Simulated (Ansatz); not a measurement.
NbTe2 in space group C2/m (No. 12; Pearson symbol mS18) under volume change, plane-wave PAW LDA (Ansatz code), shape and atoms relaxed at each volume.

| V (Å³/atom) | E − E(relaxed) (meV/atom) | P (GPa) |
|---|---|---|
| 22.487 | 41.2 | 6.79 |
| 23.228 | 16.6 | 3.95 |
| 23.969 | 3.8 | 1.71 |
| 24.711 | 0.0 | 0.00 |
| 25.452 | 3.0 | -1.24 |
| 26.193 | 10.8 | -2.05 |
| 26.934 | 21.4 | -2.47 |

Q: What does a third-order Birch–Murnaghan fit give for V₀, B₀ and B′?

A: V₀ = 24.72 Å³/atom, B₀ = 46.5 GPa, B′ = 9.9.

The workflow started from a Materials Project entry (that database holds measured and hypothetical structures alike); the Crystallography Open Database files this formula in space group No. 12, but the cells were not matched. Its standing as an ambient phase is unchecked. The cell was relaxed with LDA under the symmetry of its start; its stability against distortions is not shown here. The run is not spin-polarised. A crystal of weakly bound layers computed without a dispersion correction: the cell and the soft elastic constants depend strongly on that. Scalar-relativistic: spin–orbit coupling is off unless named, which matters more the heavier the elements.

Potentials: the later of the program's two PAW sets.
